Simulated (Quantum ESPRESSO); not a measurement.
# Planted mistakes on one cell of AlSi2ON3

Calculated results; nothing here was measured. They come from pw.x of Quantum ESPRESSO 7.5, a plane-wave density functional program, with PseudoDojo standard norm-conserving files (v0.5 for PBE, v0.4.1 for LDA and PBEsol). The cells are made up: elements, strain and atom displacements were drawn at random, and nothing was relaxed. There is no spin polarisation, spin-orbit coupling or dispersion term.

The cell has 8 sites of a wurtzite lattice (rectangular cell). Sites 1 to 4 hold Al Si empty Si; sites 5 to 8 hold O N N N. Cell vectors in Å: (3.050, 0.000, 0.000); (0.000, 5.283, 0.000); (0.000, 0.000, 4.981). Settings: PBE, cutoff 1143 eV, 6 x 4 x 4 k mesh shifted by half a step, Fermi-Dirac smearing of 0.025 eV.

The intended run has a self-consistency threshold of 1e-07 eV, a smearing term of 0.000 eV, a pressure of -12.55 GPa and 13 iterations. Each further run changes one thing: all lengths scaled by 1.0153; atoms of sites 4 and 8 exchanged; cutoff 837 eV; files of LDA; k mesh 2 x 2 x 2; one electron removed; smearing 0.6 eV; threshold 0.8 eV. A coarse mesh keeps the shift, and a charged cell sits in a uniform background.

| run | change of free energy (eV) | smearing term -TS (eV) | change of P (GPa) | largest change of a force component (eV/Å) | iterations |
| --- | --- | --- | --- | --- | --- |
| A | -0.303 | -1.016 | 2.00 | 0.775 | 13 |
| B | -0.682 | 0.000 | -0.69 | 0.373 | 13 |
| C | 0.227 | 0.000 | -3.57 | 0.010 | 13 |
| D | -2.139 | 0.000 | -8.20 | 0.398 | 13 |
| E | 0.170 | 0.000 | 2.38 | 0.345 | 5 |
| F | 17.279 | -0.004 | 48.52 | 12.415 | 14 |
| G | 0.362 | 0.000 | -5.71 | 0.535 | 13 |
| H | -6.558 | -0.016 | -21.92 | 1.132 | 14 |

A rerun of the intended cell at 1437 eV and k mesh 8 x 6 x 6 moved values by no more than 0.002 eV in the cell's energy, 0.02 GPa in stress and 0.004 eV/Å in force.

Question: which change belongs to which run?

## Worked reading

Run E has the fewest iterations, as a run stopped early does. Run A has the largest smearing term, as wide smearing gives. Run G changes the volume by a factor of 1.0466; minus its pressure change over the logarithm of that factor, 125 GPa, is a rough bulk modulus with clamped atoms. Energies from files of another functional, or of a charged cell, have another zero and say nothing on stability; the pressure of a charged cell rests on the program's zero of potential too.

## Key

```
run,change
A,smearing 0.6 eV
B,k mesh 2 x 2 x 2
C,cutoff 837 eV
D,files of LDA
E,threshold 0.8 eV
F,atoms of sites 4 and 8 exchanged
G,all lengths scaled by 1.0153
H,one electron removed
```